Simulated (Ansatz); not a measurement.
TiO2 in space group P3_121 (No. 152; Ti on 3a, O on 6c), DFT-r²SCAN in the program Ansatz with PAW potentials, all energies at zero smearing, with the estimated change up to a 700 eV cutoff added, with one set of potentials and settings (totals compare only within such a set). Cell of 9 atoms (3 Ti, 6 O): -10937.800 eV.

```tsv
element	reference phase	E (eV/atom)
Ti	P6/mmm, 3 atoms in the cell	-2504.3941
O	C2/m, 4 atoms in the cell, spin-polarised	-566.0346
```

Formation energy per atom, worked out: (-10937.800 − 3×(-2504.3941) − 6×(-566.0346))/9 = -3.157 eV/atom (-305 kJ per mol of atoms), at 0 K, without zero-point energy or fitted corrections.

The workflow started from a Materials Project entry (that database holds measured and hypothetical structures alike); the Crystallography Open Database files this formula in space group No. 152, but the cells were not matched. It is not the phase usual at ambient conditions (space group No. 61, 136, 141). The r²SCAN relaxation kept the symmetry of its start. At this level the phase is dynamically unstable (imaginary phonons). No spin polarisation was allowed. The references are the lowest solids computed at this level, not always the standard phases (solids in place of the gases).

Potentials: the earlier of the program's two PAW sets.
